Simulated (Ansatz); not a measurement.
## PdSTe (Janus 1T monolayer) from LDA to hybrids

All numbers come from Ansatz 0.2.0. No magnetic order. The prototype was imposed, so other structures may be more stable.

Structure: a free-standing Janus 1T monolayer of PdSTe, at its r2SCAN minimum. In-plane lattice: a = 3.762 Å, b = 3.762 Å, γ = 120.0°; thickness between the outer nuclei 2.64 Å. Pd is surrounded by 3 S at 2.48 Å and 3 Te at 2.61 Å; S is surrounded by 3 Pd at 2.48 Å; Te is surrounded by 3 Pd at 2.61 Å.

```yaml
crystal:
  lattice:
    - [3.76218, 0.00000, 0.00000]
    - [-1.88109, 3.25814, 0.00000]
    - [0.00000, 0.00000, 30.17986]
  atoms:
    - { symbol: Pd, position: [0.00000, 0.00000, 0.30111] }
    - { symbol: S, position: [0.33333, 0.66667, 0.34055] }
    - { symbol: Te, position: [0.66667, 0.33333, 0.25298] }
```
The sheet repeats along a and b alone.

On this one geometry the levels give:
```json
{"level": "LDA", "k mesh": "12×12×1", "gap (eV)": "0.37", "kind": "indirect", "edges": "Γ → K", "least direct gap (eV)": "0.84", "rough cost": "26 core-seconds"}
{"level": "PBE", "k mesh": "12×12×1", "gap (eV)": "0.39", "kind": "indirect", "edges": "Γ → K", "least direct gap (eV)": "0.89", "rough cost": "30 core-seconds"}
{"level": "PBE+SOC", "k mesh": "12×12×1", "gap (eV)": "0.18", "kind": "indirect", "edges": "Γ → K", "least direct gap (eV)": "0.76", "rough cost": "2.8 core-minutes"}
{"level": "r2SCAN", "k mesh": "12×12×1", "gap (eV)": "0.49", "kind": "indirect", "edges": "Γ → K", "least direct gap (eV)": "1.02", "rough cost": "60 core-seconds"}
{"level": "r2SCANh", "k mesh": "6×6×1", "gap (eV)": "0.89", "kind": "indirect", "edges": "Γ → K", "least direct gap (eV)": "1.40", "rough cost": "14 core-minutes"}
{"level": "HSE06", "k mesh": "6×6×1", "gap (eV)": "0.80", "kind": "indirect", "edges": "Γ → K", "least direct gap (eV)": "1.33", "rough cost": "13 core-minutes"}
{"level": "PBE0", "k mesh": "6×6×1", "gap (eV)": "1.45", "kind": "indirect", "edges": "Γ → K", "least direct gap (eV)": "1.91", "rough cost": "12 core-minutes"}
{"level": "LC-ωPBE", "k mesh": "6×6×1 alone", "gap (eV)": "4.62", "kind": "indirect", "edges": "Γ → K", "least direct gap (eV)": "5.39", "rough cost": "10 core-minutes"}
```
PBE, PBE+SOC: smearing of 0.02 eV; the others have fixed occupations.
Wave cutoffs: 420 eV, 500 eV (r2SCAN, r2SCANh).
A mesh marked alone had no extra points solved.
Costs come from shared machines and give only the order; PBE's includes the band path. The runs had 4 threads of Intel(R) Xeon(R) Platinum 8259CL CPU @ 2.50GHz (Skylake/Cascade Lake) (shared host).

With HSE06 the valence top lies at Γ and the conduction bottom at K, 0.80 eV higher; the smallest vertical gap, at Γ–M (0.40 of the way from Γ), is 1.33 eV. Spin-orbit coupling changes the PBE gap by -0.21 eV, to 0.18 eV.

r2SCAN covers 24 % of the step from PBE to HSE06, while HSE06 needs about 13 times r2SCAN's rough cost (on a coarser mesh). For gaps to 0.1 eV, spin-orbit coupling (up to 0.21 eV here) has to be included. Among these functionals the gap stays indirect.

Only the levels marked +SOC include spin-orbit coupling.

The meshes of the hybrids are coarse, so their gaps aren't converged to the digits shown.

For some runs the program warns that the potential is rough where the density is thin, which bears on empty states near the vacuum.

Small gaps with spin-orbit coupling can be splittings of inverted bands, not the fundamental gap; semilocal functionals often invert bands that the real crystal keeps in order.
